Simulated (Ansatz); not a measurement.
The calculation used Ansatz 0.2.0, DFT PBE, scalar-relativistic, plane waves, PAW. Settings: cutoff 420 eV, Γ-centred meshes spaced at most about 0.3 Å⁻¹, and about 0.25 Å⁻¹ or finer for metals (2π included), Gaussian smearing. No spin polarisation in the final relaxations.

Temperature and zero-point effects are left out.

Two relaxed structures of In2Te2S:

A.

```xyz
10
Lattice="7.9744 0.0000 0.0000 0.0000 7.9744 0.0000 0.0000 0.0000 4.6221" Properties=species:S:1:pos:R:3 pbc="T T T"
In    5.0602    1.0730    2.3110
In    2.9143    6.9015    2.3110
In    1.0730    2.9143    2.3110
In    6.9015    5.0602    2.3110
Te    1.5367    5.5239    0.0000
Te    6.4377    2.4505    0.0000
Te    5.5239    6.4377    0.0000
Te    2.4505    1.5367    0.0000
S     0.0000    0.0000    0.0000
S     3.9872    3.9872    0.0000
```

B.

```xyz
5
Lattice="5.9342 0.0000 0.0000 0.0000 5.9342 0.0000 0.0000 0.0000 4.9147" Properties=species:S:1:pos:R:3 pbc="T T T"
In    2.9671    0.0000    0.0000
In    0.0000    2.9671    0.0000
Te    0.0000    0.0000    0.0000
Te    2.9671    2.9671    2.4574
S     0.0000    0.0000    2.4574
```

**Question.** Which would you expect to be lower, and how large is the difference?

**Answer.** A is lower, by 239 meV/atom. A has space group P4/mbm (No. 127), 29.4 Å³/atom and no gap on its mesh; B has space group P4/mmm (No. 123), 34.6 Å³/atom and no gap. Counting S or Te atoms around In (for each partner element, those within 1.25 times its shortest distance or 1.15 times the sum of covalent radii, where it is the nearest in units of that sum or under 1.3; a plus sign parts groups by distance over the sum of covalent radii), A has In 2+4 and B has In 2. The denser one is the lower, and pressure would at first widen the difference. Both come from invented guesses. A third cell relaxed alike, in P-3m1, lies 281 meV/atom below the lower of the two.

These runs have no spin–orbit coupling, which can matter for Te. Cells relaxed within their symmetry can be saddle points.
